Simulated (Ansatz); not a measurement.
# Profile along the Al–Al line in TiAl3 (D022 type, space group I4/mmm)

TiAl$_{3}$ (D022 type, space group I4/mmm)

Space group I4/mmm (No. 139); a = 3.8242 Å, b = 3.8242 Å, c = 8.5606 Å, α = 90.00°, β = 90.00°, γ = 90.00°

| atom | site | symmetry | x | y | z |
|---|---|---|---|---|---|
| Al | 2b | 4/mmm | 0.0000 | 0.0000 | 0.5000 |
| Al | 4d | -4m2 | 0.0000 | 0.5000 | 0.2500 |
| Ti | 2a | 4/mmm | 0.0000 | 0.0000 | 0.0000 |
(The calculation used a cell of 4 atoms; values per cell refer to that cell.)

Fields along a shortest Al–Al line of a (100) plane (2.87 Å), from Al to Al, interpolated on the slice's grid (step about 0.3 Å). Computed with r2SCAN (plane waves to 500 eV, PAW, scalar-relativistic; Ansatz, a quantum-chemistry and plane-wave program). k mesh 17×17×17. Near the nuclei the fields are pseudised (PAW); where an atom keeps semicore shells as valence, they peak there. TiAl3 is run without spin polarisation. TiAl3 was relaxed with its symmetry unable to fall.

```tsv
distance from Al (Å)	valence electron density (e/Å³)	electron localisation function
0.00	0.06	x
0.29	0.07	x
0.57	0.12	0.09
0.86	0.20	0.49
1.15	0.22	0.62
1.44	0.21	0.61
1.72	0.22	0.62
2.01	0.21	0.45
2.30	0.12	0.06
2.58	0.06	x
2.87	0.06	x
```

x: too close to a nucleus for the ELF to mean much.

Density on the Al–Al line (2.87 Å) at its midpoint: 0.21 e/Å³. ELF at that point: 0.6. ELF maximum in the middle third of the Al–Al line: 0.62, 1.1 Å from Al.
